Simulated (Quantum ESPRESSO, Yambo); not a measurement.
## AlSb at -1 % isotropic strain: DFT and GW levels

```xyz
2
Lattice="0.0000 3.0467 3.0467 3.0467 0.0000 3.0467 3.0467 3.0467 0.0000" Properties=species:S:1:pos:R:3 pbc="T T T"
Al     0.0000     0.0000     0.0000
Sb     1.5234     1.5234     1.5234
```

The PBEsol cell relaxed from Materials Project entry mp-2624 was given an isotropic strain of -1 % on all lattice vectors, and the atoms were relaxed again.

Starting point: norm-conserving PBE (stringent potentials; Quantum ESPRESSO, 100 Ry, no spin-orbit coupling). G0W0 in Yambo: 4×4×4 Γ-centred k mesh, bands 5 to 256 and a 15 Ry block in the screening, 256 bands in G with the Bruneval-Gonze terminator, plasmon pole fitted at 27.2 eV.

- PBE gap along the band path = 1.17 eV
- PBE gap between the mesh's edge points (Γ → X) = 1.18 eV
- G0W0 gap between the same points = 1.69 eV
- PBE smallest direct gap on the mesh (at Γ) = 1.78 eV
- G0W0 direct gap at that point = 2.59 eV

```
k point  band  E PBE (eV)  E QP (eV)  shift (eV)     Z
-------  ----  ----------  ---------  ----------  ----
Γ          VB        0.00      -0.73       -0.73  0.79
Γ          CB        1.78       1.86        0.08  0.79
L          VB       -0.93      -1.73       -0.80  0.78
L          CB        1.42       1.33       -0.08  0.79
X          VB       -2.25      -3.12       -0.87  0.77
X          CB        1.18       0.96       -0.22  0.80
```

Energies count from the PBE valence-band maximum.

Convergence of the G0W0 settings was not tested.

Without spin-orbit coupling, band edges of such heavy elements can be off by tenths of an eV.
